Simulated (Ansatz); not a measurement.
NbRu (P2/m), relaxed with PBEsol (Ansatz, a quantum-chemistry and plane-wave program, plane waves, PAW): a = 4.563 Å, b = 3.034 Å, c = 6.871 Å, α = γ = 90.00°, β = 102.81°.

| Property | Result |
|---|---|
| ΔH_f (eV/atom) | -0.19 |

Q: The same phase is relaxed and computed with r²SCAN in the same code. What are the cell and these values now?

A: a = 4.5814 Å, b = 3.0576 Å, c = 6.9255 Å, α = γ = 90.00°, β = 102.81°.

- ΔH_f (eV/atom) = -0.25

Typed or built starts, not in the databases checked: NbRu, P2/m (Nb on 2m, Nb on 1a, Ru on 1e, Ru on 2n). All cells were relaxed under the symmetry of their starts (and spin orders); stability against distortions was not tested throughout. Rows with no word on spin ran without spin polarisation. Spin–orbit coupling is left out wherever it is not named.

Potentials: the later of the program's two PAW sets.

Ansatz is a plane-wave DFT program.

Formation energies count from the lowest solids of the elements computed at the same level, not from gases.
